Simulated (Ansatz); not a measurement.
# From the elastic tensor of PtS2 to moduli and sound speeds

All numbers below come from Ansatz, DFT PBE, scalar-relativistic, plane waves, PAW. Cutoff 420 eV, 12×12×4 k-points (Γ-centred), fixed occupations. No spin polarisation.

The structure is trigonal, space group P-3m1 (No. 164). The conventional cell has a = 3.577 Å, b = 3.577 Å, c = 6.484 Å, α = 90.00°, β = 90.00°, γ = 120.00°. Around Pt (site symmetry -3m) lie 6 S at 2.40 Å. S (site symmetry 3m) has 3 Pt at 2.40 Å as nearest neighbours.

The crystal is built of layers and no dispersion correction was added, so the binding between them is poorly described, and with it their spacing and whatever depends on it. Spin–orbit coupling is left out, which can shift energies with elements as heavy as these.

Relaxed-ion constants (GPa, on the Cartesian axes of the calculation):
```
135.0  36.2   1.4  -0.3   0.0   0.0
 36.2 135.0   1.4   0.3   0.0   0.0
  1.4   1.4   1.6   0.0   0.0   0.0
 -0.3   0.3   0.0   0.4   0.0   0.0
  0.0   0.0   0.0   0.0   0.4  -0.3
  0.0   0.0   0.0   0.0  -0.3  49.4
```

Density 5.992 g/cm³; 3 atoms in 71.83 Å³.

The values that follow are for a polycrystal of randomly turned grains, by Hill's mean where one number stands. In a crystal this anisotropic the Voigt and Reuss bounds lie far apart, so Hill's mean and the sound speeds and Debye temperature from it are rough.

With S = C⁻¹: B_V = (C11+C22+C33+2(C12+C13+C23))/9, G_V = (C11+C22+C33−C12−C13−C23+3(C44+C55+C66))/15, 1/B_R = S11+S22+S33+2(S12+S13+S23), 15/G_R = 4(S11+S22+S33−S12−S13−S23)+3(S44+S55+S66); Hill is their mean. Then v_l = √((B+4G/3)/ρ), v_t = √(G/ρ), v_m = [(2/v_t³+1/v_l³)/3]^(−1/3) and Θ = (ħ/k_B)·v_m·(6π²n/V)^(1/3) for n atoms in the volume V; E = 9BG/(3B+G), ν = (3B−2G)/(2(3B+G)) and A^U = 5G_V/G_R + B_V/B_R − 6.

- Bulk modulus, Voigt / Reuss / Hill: 38.8 / 1.6 / 20.2 GPa
- Shear modulus, Voigt / Reuss / Hill: 25.5 / 0.8 / 13.2 GPa
- Young's modulus: 32 GPa
- Poisson ratio: 0.232
- Pugh ratio B/G: 1.53
- Universal anisotropy index: 177.64
- Longitudinal and transverse sound speeds: 2511 and 1483 m/s
- Debye temperature from the mean sound speed: 170 K

Cost: 1 run of about 4.6 core-minutes, on Arm Neoverse V1 (shared hosts).